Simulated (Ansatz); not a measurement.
Cells of NbH$_{2}$ relaxed with r2SCAN+rVV10 (plane waves to 500 eV, PAW, scalar-relativistic; Ansatz, an electronic-structure program), each with a space-group label. One label is wrong.

**A**, labelled R-3m (No. 166)
```yaml
crystal:
  lattice:
    - [0.00000, 2.26878, 2.26878]
    - [2.26878, 0.00000, 2.26878]
    - [2.26878, 2.26878, 0.00000]
  atoms:
    - { symbol: H, position: [0.25000, 0.25000, 0.25000] }
    - { symbol: Nb, position: [0.50000, 0.50000, 0.50000] }
    - { symbol: H, position: [0.75000, 0.75000, 0.75000] }
```

**B**, labelled P-3m1 (No. 164)
```
CELL_PARAMETERS angstrom
      3.22602     0.00000     0.00000
     -1.61301     2.79381     0.00000
      0.00000     0.00000     5.20951
ATOMIC_POSITIONS crystal
  H  0.00000 0.00000 0.17238
  Nb 0.66667 0.33333 0.24992
  H  0.33333 0.66667 0.37888
  H  0.66667 0.33333 0.62113
  Nb 0.33333 0.66667 0.75008
  H  0.00000 0.00000 0.82762
```

**C**, labelled P6₃mc (No. 186)
```yaml
crystal:
  lattice:
    - [2.85823, 0.00000, 0.00000]
    - [-1.42911, 2.47530, 0.00000]
    - [0.00000, 0.00000, 9.21409]
  atoms:
    - { symbol: H, position: [0.00000, 0.00000, 0.00469] }
    - { symbol: Nb, position: [0.33333, 0.66667, 0.88175] }
    - { symbol: H, position: [0.66667, 0.33333, 0.75780] }
    - { symbol: H, position: [0.00000, 0.00000, 0.50469] }
    - { symbol: Nb, position: [0.66667, 0.33333, 0.38175] }
    - { symbol: H, position: [0.33333, 0.66667, 0.25780] }
```

### Question
Which label is wrong, and what should it be (tolerance 0.01 Å)?

### Answer
A: its symmetry is Fm-3m (No. 225), cF12, fluorite type; a = b = c = 4.5376 Å, α = β = γ = 90.00°.

Each run could gain symmetry but not lose that of its start, so entries can be saddle points. From databases, or of a type measured for this composition: Fm-3m, cF12, fluorite type; the others are generated cells (placed on structure types, drawn at random, substituted or restacked) that were not matched to a known phase here.

No spin polarisation in the result.
